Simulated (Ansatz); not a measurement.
BaF2 (fluorite, Fm-3m), PBEsol in the plane-wave PAW code Ansatz. The conduction-band minimum lies at Γ, with 1 equivalent valley. Second derivatives d²E/dk² of the lowest band at one valley (eV·Å²), along Cartesian directions:

```tsv
direction	d²E/dk²
[100]	15.83
[010]	15.83
[001]	15.83
[110]	15.83
[101]	15.83
[011]	15.83
```

Q: Find the principal effective masses, the density-of-states mass and the conductivity mass.

A: Off-diagonal terms follow from H_xy = H[110] − (H_xx + H_yy)/2, and m*/mₑ = 7.620 eV·Å² over each eigenvalue: 0.48, 0.48, 0.48. One valley's DOS mass (m₁m₂m₃)^(1/3) = 0.48, conductivity mass 3/(Σ 1/mᵢ) = 0.48 mₑ.

Q: What effective density of states Nc follows at 300 K for parabolic valleys?

A: Nc = 2.509e19 × 1 × (0.48)^(3/2) ≈ 8.3e18 cm⁻³.

Symmetry was held in the PBEsol relaxation. Scalar-relativistic: spin–orbit coupling is off unless named, which matters more the heavier the elements.

Potentials: the later of the program's two PAW sets.

Edges and masses are those of Kohn–Sham bands, whose gap is no quasiparticle gap.
